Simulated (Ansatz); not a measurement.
## Pressure gauges and gaskets: equation-of-state parameters at work

Screening note. Bulk modulus and its pressure derivative give the pressure that a small compression needs; a soft, simple solid makes a sensitive pressure gauge, a stiff one a good anvil or seat.

The reference row is MgO. Hydrostatic compression by 2 % of the volume (V₀/V = 1.0204), no change of phase.

### Data

Methods, by column (Ansatz, a plane-wave PAW program): B₀, B₀′: r²SCAN, Birch–Murnaghan fit of energy against volume; volume per atom: r²SCAN, relaxed cell.

Definitions used: linear estimate = B₀ × compression; P = (B₀/B₀′)[(V₀/V)^B₀′ − 1]; modulus under load = B₀ + B₀′P; relative pressure = P/P_ref.

```
crystal                     B₀ (GPa)  B₀′  V (Å³/atom)  linear estimate (GPa)  Murnaghan pressure (GPa)  modulus there (GPa)  pressure (relative)
--------------------------  --------  ---  -----------  ---------------------  ------------------------  -------------------  -------------------
LuSe (rock salt)                92.3  4.3        22.02                    1.8                     1.947                  101                 0.55
MgO (rock salt), reference       167  4.1         9.29                    3.3                     3.516                  181                 1.00
PtSb (NiAs type)                 135  5.0        20.92                    2.7                     2.869                  149                 0.82
SrAg4Sb2 (R-3m, hR7)            55.3  4.9        23.57                    1.1                     1.174                 61.1                 0.33
```

Runs started from generated or typed cells of the structure named: MgO. Not checked to be the ambient phase: LuSe (rock salt); PtSb (NiAs type); SrAg4Sb2 (R-3m, hR7). Spin–orbit coupling is left out unless named.

### Worked example

For SrAg4Sb2 (R-3m, hR7), step by step:

1. linear estimate: 55.3 × 2/100 = 1.1 GPa
2. P = (55.3/4.9) × (1.0204^4.9 − 1) = 1.174 GPa
3. modulus there: 55.3 + 4.9 × 1.174 = 61.1 GPa
4. relative pressure: 1.174/3.516 = 0.33

Worked for MgO:

- linear estimate: 167 × 2/100 = 3.3 GPa
- P = (167/4.1) × (1.0204^4.1 − 1) = 3.516 GPa
- modulus there: 167 + 4.1 × 3.516 = 181 GPa

### Result

In order of relative pressure, highest first: MgO (1.00 ± 0.050), PtSb (NiAs type) (0.82 ± 0.041), LuSe (rock salt) (0.55 ± 0.028), SrAg4Sb2 (R-3m, hR7) (0.33 ± 0.017). The ± follows from allowances picked for this note (B₀ 5 %, B₀′ 0.4), carried to first order and added in quadrature, each row's own inputs moving alone; ≈ joins neighbours closer than their two ± added in quadrature.

### Caveats

B₀′ is the least certain number of such a fit, often by half a unit. Where several phases of a formula are at hand, those over 0.1 eV/atom above the lowest were not drawn (by r²SCAN where it compared them, else by the largest value; a layered or molecular lowest phase counts only with a dispersion term); other phases could lie lower still. Rows are perfect crystals in the structures named, stable or not; films, defects and interfaces will differ. The rows are a sample and no shortlist: familiar crystals first, some related and some not, whatever their agreement with measurement; tables with many equal figures were not kept. Limits of the draw: no layered crystals, B₀′ of 2 to 8; no unfamiliar magnets, and cubic perovskites only if shown or known to be stable. As a rule kept out of such tables: 4f compounds, open-shell compounds run without a Hubbard term, cells found unstable in the tests at hand, cells close to a higher symmetry, and runs set to a pressure or over 12 % in volume from the crystal's fullest run.
